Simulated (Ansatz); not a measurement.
# ZrZn (Pm-3m): from strained cells to moduli

```xyz
2
Lattice="3.2923 0.0000 0.0000 0.0000 3.2923 0.0000 0.0000 0.0000 3.2923" Properties=species:S:1:pos:R:3 pbc="T T T"
Zr    1.6462    1.6462    1.6462
Zn    0.0000    0.0000    0.0000
```

Conventional cell: a = 3.292 Å, b = 3.292 Å, c = 3.292 Å, α = 90.00°, β = 90.00°, γ = 90.00°. Zr (atom 1) has 8 Zn at 2.85 Å as nearest neighbours. Around Zn (atom 2) lie 8 Zr at 2.85 Å.

Level of theory, where no other is named: PBEsol, all-electron LAPW in Ansatz 0.2.0, scalar-relativistic. k mesh 12×12×12, Fermi-Dirac smearing of 0.050 eV, basis error target 1 meV/atom. The cell was relaxed by PAW under this functional.

The cell is cubic and carries a residual pressure of 0.04 GPa at this level. Each strain component that symmetry leaves independent is applied at ±0.003, the ions relax wherever a strain frees them, and the stress (tension positive, GPa) is read. Shears are engineering strains, γ = 2ε.

| strain | size | σxx | σyy | σzz | σyz | σxz | σxy |
| --- | --- | --- | --- | --- | --- | --- | --- |
| xx | -0.003 | -0.5085 | -0.3383 | -0.3383 | 0.0000 | 0.0000 | 0.0000 |
| xx | +0.003 | 0.4268 | 0.2605 | 0.2605 | 0.0000 | 0.0000 | 0.0000 |
| yz | -0.003 | -0.0372 | -0.0378 | -0.0378 | -0.2315 | 0.0000 | 0.0000 |
| yz | +0.003 | -0.0372 | -0.0378 | -0.0378 | 0.2315 | 0.0000 | 0.0000 |

A central difference gives one constant, for example C11 ≈ (0.4268 − (-0.5085))/(0.006) = 155.9 GPa; the program then imposes the crystal's symmetry on the whole matrix.

(1) What are the independent elastic constants?

(2) Do they meet the Born conditions?

(3) What moduli does a random aggregate of grains have?

(4) With the density of 7.287 g/cm³, how fast does sound travel, and what Debye temperature follows?

(5) How far do the constants move if PAW replaces LAPW in the same cell?

(6) How do the constants change if the ions are clamped to the homogeneous strain?

(7) What happens at 5 GPa (cell relaxed there)?

## Answers

(1) C11 = 155.9, C12 = 99.8, C44 = 77.2 GPa.

(2) C11 − C12 = 56.1, C11 + 2C12 = 355.5 and C44 = 77.2 GPa must all be positive, so the crystal is elastically stable; that says nothing yet of its phonons.

(3) B = (C11 + 2C12)/3 = 118.5 GPa. G_V = (C11 − C12 + 3C44)/5 = 57.5 and G_R = 5(C11 − C12)C44/(4C44 + 3(C11 − C12)) = 45.4, so G_H = 51.4 GPa. Then E = 9BG/(3B + G) = 134.8 GPa, ν = (3B − 2G)/(6B + 2G) = 0.310 and B/G = 2.30, on the ductile side of Pugh's 1.75 (a rule of thumb).

(4) 

```json
{"direction": "[100]", "slow (m/s)": "3254", "middle (m/s)": "3254", "fast (m/s)": "4625"}
{"direction": "[110]", "slow (m/s)": "1962", "middle (m/s)": "3254", "fast (m/s)": "5304"}
{"direction": "[111]", "slow (m/s)": "2469", "middle (m/s)": "2469", "fast (m/s)": "5512"}
```

The mean of v⁻³ over directions and branches gives v_m = 2922 m/s and θ_D = (ħ/k_B) v_m (6π²n)^(1/3) = 333 K, n being atoms per volume. Young's modulus spans 78 to 190 GPa over directions, and the universal anisotropy index is 1.34.

(5) 

| constant | LAPW (GPa) | PAW (GPa) | difference |
| --- | --- | --- | --- |
| C11 | 155.9 | 155.8 | -0.1 |
| C12 | 99.8 | 99.7 | -0.1 |
| C44 | 77.2 | 77.2 | 0.0 |

(6) None moves by more than 0.3 GPa: by symmetry a homogeneous strain puts no force on these sites.

(7) The volume falls to 0.9618 of its value, and C11 = 178.0, C12 = 119.6, C44 = 85.6 GPa (slopes of the stress), in this structure whether or not another phase takes over.

Known limits: responses of metals move with mesh and smearing; the frozen-core PAW files of the compared runs were fitted under PBE, their cores solved anew for this functional.
